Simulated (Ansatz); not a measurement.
The relaxed structure here is a generated cell of SnO: the first start was made by placing the elements on the sites of a structure type, and the end was not matched to a known phase here, so it may be hypothetical. Known forms of SnO include space group No. 129.

A relaxed cell of SnO (P6₃/mmc (No. 194)), relaxed on a k-mesh at least as fine as the one used below. Method: PBEsol (plane waves to 420 eV, PAW, scalar-relativistic; Ansatz, a program for electronic structure). Γ-centred k-mesh 7×7×5 on the run's cell (coarser than for final values), Fermi–Dirac smearing 0.05 eV.

```yaml
crystal:
  lattice:
    - [8.22874, 0.00000, 0.00000]
    - [-2.05718, 3.56315, 0.00000]
    - [0.00000, 0.00000, 5.13368]
  atoms:
    - { symbol: Sn, position: [0.16667, 0.66667, 0.25000] }
    - { symbol: Sn, position: [0.66667, 0.66667, 0.25000] }
    - { symbol: Sn, position: [0.33333, 0.33333, 0.75000] }
    - { symbol: Sn, position: [0.83333, 0.33333, 0.75000] }
    - { symbol: O, position: [0.16667, 0.66667, 0.75000] }
    - { symbol: O, position: [0.66667, 0.66667, 0.75000] }
    - { symbol: O, position: [0.33333, 0.33333, 0.25000] }
    - { symbol: O, position: [0.83333, 0.33333, 0.25000] }
```

The atoms are displaced along an unstable phonon of this cell by (Å):

| atom | ux | uy | uz |
|---|---|---|---|
| Sn1 | 0.000 | 0.000 | -0.009 |
| Sn2 | 0.000 | 0.000 | 0.009 |
| Sn3 | 0.000 | 0.000 | 0.009 |
| Sn4 | 0.000 | 0.000 | -0.009 |
| O5 | 0.000 | 0.000 | 0.150 |
| O6 | 0.000 | 0.000 | -0.150 |
| O7 | 0.000 | 0.000 | -0.150 |
| O8 | 0.000 | 0.000 | 0.150 |

**Question.** What forces (eV/Å) and pressure result?

**Answer.** 
```
atom     Fx     Fy     Fz
----  -----  -----  -----
Sn1    0.06   0.03  -0.28
Sn2    0.06   0.03   0.28
Sn3   -0.06  -0.03   0.28
Sn4   -0.06  -0.03  -0.28
O5    -0.03  -0.02   0.65
O6    -0.03  -0.02  -0.65
O7     0.03   0.02  -0.65
O8     0.03   0.02   0.65
```

Pressure -0.1 GPa.

**Question.** Estimate the energy cost of the displacement in the harmonic approximation and compare with the calculation.

**Answer.** For a harmonic well ΔE = −½ Σ F·u = -0.201 eV a cell, or -25 meV/atom. The calculated energy relative to the undisplaced cell is -0.026 eV/atom, so the harmonic estimate holds well.

The undisplaced cell is probably no minimum: from this displacement the run went on to Pnma (No. 62), 0.317 eV/atom below it.

No spin polarisation in the result.
